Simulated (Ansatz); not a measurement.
An Ansatz (an electronic-structure program) run. Input:

Ansatz 0.2 input:
```yaml
crystal:
  lattice:
    - [3.2466284806, 0.0, 0.0]
    - [-1.6233142403, 2.8116627409, 0.0]
    - [0.0, 0.0, 5.1518399317]
  atoms:
    - { symbol: Zr, position: [0.3333333333, 0.6666666667, 0.75] }
    - { symbol: Zr, position: [0.6666666667, 0.3333333333, 0.25] }
kpoints:
  mp_grid: { grid: [30, 30, 17] }
hamiltonian:
  xc: r2scan
  pseudopotentials: { kind: paw }
scf:
  occupations: { method: fermi_dirac, width: 0.1 }
elastic: { mode: relaxed_ion, stencil: two_point, amplitude: 0.005, f_tol: 0.0005 }
```

Output (shortened):

```
Pseudopotential: Zr, paw, valence charge 12
Functional definition: r2SCAN
Crystal: 2 atoms, lattice volume = 47.028 Å³
Basis set: ecut = 500 eV, 1177 PW (Γ), exchange–correlation on 96×96×160 points (64 copies of the dense FFT grid, shifted against one another)
Bands: 16, of which v1, the nominal top of the filled ones, is band 12 counted from 1 (11 counted from 0)
Symmetry: 24 space group operations
Space group: P63/mmc (ITA 194), of the structure as read, at distance tolerance 3.6e-5 Å
k-points: 819 of 15300
the search or the solves at the SCF's close seem to have found levels that the self-consistency loop had missed (the run counts 1) …
SCF 1 converged in 10 iterations: F = -8390.073883 eV  dr2 = 1.03e-15
Crystal: 2 atoms, lattice volume = 47.028 Å³
SCF 2 converged in 2 iterations: F = -8390.073883 eV  dr2 = 1.92e-16
Crystal: 2 atoms, lattice volume = 46.793 Å³
Basis set: ecut = 500 eV, 1169 PW (Γ), exchange–correlation on 96×96×160 points (64 copies of the dense FFT grid, shifted against one another)
Symmetry: 8 space group operations
k-points: 2169 of 15300
SCF 3 converged in 10 iterations: F = -8390.073385 eV  dr2 = 2.38e-14
relax step   1: F+E_penalty+E_count = -8390.07338540 eV  Δ(F+E_penalty+E_count) = +0.000e0 eV  max|allowed force component| = 1.182e-2 eV/Å  Δτ_max = 0.0000 Å  (10 SCF iters, accepted)
Crystal: 2 atoms, lattice volume = 46.793 Å³
SCF 4 converged in 10 iterations: F = -8390.073447 eV  dr2 = 4.13e-16
relax step   2: F+E_penalty+E_count = -8390.07344737 eV  Δ(F+E_penalty+E_count) = -6.197e-5 eV  max|allowed force component| = 7.824e-4 eV/Å  Δτ_max = 0.0056 Å  (10 SCF iters, accepted)
Crystal: 2 atoms, lattice volume = 46.793 Å³
SCF 5 converged in 8 iterations: F = -8390.073448 eV  dr2 = 1.37e-15
relax step   3: F+E_penalty+E_count = -8390.07344765 eV  Δ(F+E_penalty+E_count) = -2.721e-7 eV  max|allowed force component| = 1.420e-6 eV/Å  Δτ_max = 0.0003 Å  (8 SCF iters, accepted)
Crystal: 2 atoms, lattice volume = 46.793 Å³
SCF 6 converged in 2 iterations: F = -8390.073448 eV  dr2 = 6.75e-16
Crystal: 2 atoms, lattice volume = 47.263 Å³
Basis set: ecut = 500 eV, 1185 PW (Γ), exchange–correlation on 96×96×160 points (64 copies of the dense FFT grid, shifted against one another)
SCF 7 converged in 9 iterations: F = -8390.073184 eV  dr2 = 3.34e-14
relax step   1: F+E_penalty+E_count = -8390.07318399 eV  Δ(F+E_penalty+E_count) = +0.000e0 eV  max|allowed force component| = 1.211e-2 eV/Å  Δτ_max = 0.0000 Å  (9 SCF iters, accepted)
Crystal: 2 atoms, lattice volume = 47.263 Å³
SCF 8 converged in 9 iterations: F = -8390.073245 eV  dr2 = 2.38e-14
relax step   2: F+E_penalty+E_count = -8390.07324515 eV  Δ(F+E_penalty+E_count) = -6.116e-5 eV  max|allowed force component| = 7.406e-4 eV/Å  Δτ_max = 0.0054 Å  (9 SCF iters, accepted)
Crystal: 2 atoms, lattice volume = 47.263 Å³
SCF 9 converged in 8 iterations: F = -8390.073245 eV  dr2 = 7.97e-16
relax step   3: F+E_penalty+E_count = -8390.07324538 eV  Δ(F+E_penalty+E_count) = -2.301e-7 eV  max|allowed force component| = 1.151e-6 eV/Å  Δτ_max = 0.0003 Å  (8 SCF iters, accepted)
Crystal: 2 atoms, lattice volume = 47.263 Å³
SCF 10 converged in 2 iterations: F = -8390.073245 eV  dr2 = 1.74e-16
Crystal: 2 atoms, lattice volume = 46.793 Å³
SCF 11 converged in 10 iterations: F = -8390.073074 eV  dr2 = 4.91e-15
Crystal: 2 atoms, lattice volume = 47.263 Å³
SCF 12 converged in 8 iterations: F = -8390.073448 eV  dr2 = 8.00e-14
Crystal: 2 atoms, lattice volume = 47.028 Å³
Symmetry: 4 space group operations
k-points: 3961 of 15300
SCF 13 converged in 10 iterations: F = -8390.073766 eV  dr2 = 4.49e-15
relax step   1: F+E_penalty+E_count = -8390.07376602 eV  Δ(F+E_penalty+E_count) = +0.000e0 eV  max|allowed force component| = 7.962e-5 eV/Å  Δτ_max = 0.0000 Å  (10 SCF iters, accepted)
Crystal: 2 atoms, lattice volume = 47.028 Å³
SCF 14 converged in 2 iterations: F = -8390.073766 eV  dr2 = 2.81e-15
Crystal: 2 atoms, lattice volume = 47.028 Å³
SCF 15 converged in 10 iterations: F = -8390.073766 eV  dr2 = 2.57e-15
relax step   1: F+E_penalty+E_count = -8390.07376602 eV  Δ(F+E_penalty+E_count) = +0.000e0 eV  max|allowed force component| = 7.962e-5 eV/Å  Δτ_max = 0.0000 Å  (10 SCF iters, accepted)
Crystal: 2 atoms, lattice volume = 47.028 Å³
SCF 16 converged in 2 iterations: F = -8390.073766 eV  dr2 = 1.53e-15
SCF converged after 2 iterations
Free energy (F): -8390.073883 eV
Harris-Foulkes:  -8390.073883 eV  (|F-HF|=7.28e-12)
Internal energy: -8390.014873 eV  (E = F + TS)
E sigma→0 (E₀):  -8390.044378 eV
Entropy (-TS):   -0.059010 eV (-29.505 meV/atom)
Fermi energy:    13.874083 eV
--- Per-component energies (eV) ---
  E_band       = -216.732520
  E_kinetic    = 663.045088
  E_local      = -1258.599047  (includes V_loc(G=0)·N_el)
  E_nonlocal   = 159.915373
  E_hartree    = 388.291031
  E_xc         = -310.172471
  E_vxc        = -420.386487  (∫ρ·V_xc dr)
  E_paw        = -5942.035759  (= ΣΔE_a)
  E_vpaw       = -162.084414  (= ΣTr[D̂ρ^β])
  E_aug_tail   = 0.000018  (compensation charges beyond the density's cutoff)
  E_vtau       = 24.794888  (kinetic-family band-sum trace: ∫τ·v_τ [+ j·A + Jᵃ·Aᵃ] dr)
  E_ewald      = -2090.129623
  E_core_change = -0.329483  (= ΣΔE_core)
  E_smearing   = -0.059010  (= −TS)
  E_closure    = 0.000000  (closes the sum)
  Σ components = -8390.073883   (vs F -8390.073883, Δ=0.00e0)
--- Forces (eV/Å), atoms counted from 1 ---
  atom   1  Zr     0.00000000     0.00000000     0.00000000
  atom   2  Zr     0.00000000     0.00000000     0.00000000
  max |Σ_I F_I| component: 9.25e-18 eV/Å
--- Stress (GPa, compression-positive) ---
       -0.072168       0.000000       0.000000
        0.000000      -0.072168       0.000000
        0.000000       0.000000       0.123166
  P = ⅓ Tr σ = -0.0071 GPa (-0.071 kbar)
--- Band table (eV; the first three rows and the last of 819) ---
  k-point 0: bands = ["-36.6769", "-36.5142", "-14.5224", "-13.6331", "-13.6331", "-13.4895", "-13.4895", "-13.4878", "7.9088", "10.7208", "14.8575", "14.8575", "14.9279", "15.0560", "15.6017", "15.6017"]
  k-point 1: bands = ["-36.6755", "-36.5156", "-14.5141", "-13.6319", "-13.6319", "-13.4973", "-13.4908", "-13.4908", "7.9393", "10.7191", "14.8395", "14.8395", "14.8714", "15.0301", "15.5771", "15.5771"]
  k-point 2: bands = ["-36.6715", "-36.5197", "-14.4897", "-13.6283", "-13.6283", "-13.5253", "-13.4945", "-13.4945", "8.0300", "10.7108", "14.7156", "14.7945", "14.7945", "14.9542", "15.5075", "15.5075"]
  k-point 818: bands = ["-36.4984", "-36.4984", "-14.2854", "-14.2854", "-14.0526", "-14.0219", "-13.6496", "-13.6496", "12.4559", "12.4559", "12.4732", "12.5588", "13.7564", "13.7564", "16.0474", "16.2414"]
--- Elastic constants: 3 strain directions × 2 members + reference (group order 24) ---
  dense FFT box of the reference and of every strained cell: 24×24×40
  strains applied: 11, 33, 23; error gains …
  C = ∂σ_k/∂η_j (tension-positive GPa; Voigt order 11 22 33 23 13 12):
       145.936     70.993     62.728      0.000      0.000      0.000
        70.993    145.936     62.728      0.000      0.000      0.000
        62.926     62.926    169.116      0.000      0.000      0.000
         0.000      0.000      0.000     31.481      0.000      0.000
         0.000      0.000      0.000      0.000     31.481      0.000
         0.000      0.000      0.000      0.000      0.000     37.471
  reference stress σ⁰ (GPa):      0.072      0.072     -0.123      0.000      0.000      0.000
  moduli (Voigt/Reuss/Hill, GPa): K = 94.92/94.76/94.84   G = 37.71/36.58/37.14   E = 98.57   ν = 0.327
  mechanically stable: yes (min eigenvalue of sym C = 31.48 GPa)
  strain η (Voigt 11):  stress-route row diagonal C_11 = 145.94 GPa, energy-path curvature d²(F+E_count+ΔE)/dδ²/Ω₀ = 145.95 GPa
         δ    σ_11 (GPa)             F (eV)   n_scf  n_hpsi   n_pw
    -5.000e-3      -0.6674       -8390.0734476       2  353198   1206   relax 3 steps, max|allowed force component| 1.42e-6 eV/Å
     5.000e-3       0.7919       -8390.0732454       2  353185   1220   relax 3 steps, max|allowed force component| 1.15e-6 eV/Å
  strain η (Voigt 33):  stress-route row diagonal C_33 = 169.12 GPa, energy-path curvature d²(F+E_count+ΔE)/dδ²/Ω₀ = 169.12 GPa
         δ    σ_33 (GPa)             F (eV)   n_scf  n_hpsi   n_pw
    -5.000e-3      -0.9804       -8390.0730737      10  301832   1206   relax 0 steps, max|allowed force component| 7.86e-17 eV/Å
     5.000e-3       0.7108       -8390.0734476       8  265275   1216   relax 0 steps, max|allowed force component| 3.93e-17 eV/Å
  strain η (Voigt 23):  stress-route row diagonal C_44 = 31.48 GPa, energy-path curvature d²(F+E_count+ΔE)/dδ²/Ω₀ = 31.50 GPa
         δ    σ_23 (GPa)             F (eV)   n_scf  n_hpsi   n_pw
    -5.000e-3      -0.1574       -8390.0737660       2  645913   1212   relax 1 steps, max|allowed force component| 7.96e-5 eV/Å
     5.000e-3       0.1574       -8390.0737660       2  645910   1212   relax 1 steps, max|allowed force component| 7.96e-5 eV/Å
```

Cost: around 30 core-minutes (rough) on shared cores.

Space group P6_3/mmc (hcp (Mg type)). Symmetry was held in the r²SCAN relaxation; of distortions, only those at the zone centre were tested. No spin polarisation was allowed. As this level gives no gap, shear constants depend on the k-mesh and smearing (Fermi–Dirac, 0.1 eV here). Axis ratios of metals converge slowly with the k-mesh, so a and c are less sure than the volume. Spin–orbit coupling is left out wherever it is not named.

Potentials: the later of the program's two PAW sets.

Ansatz is a plane-wave DFT program.
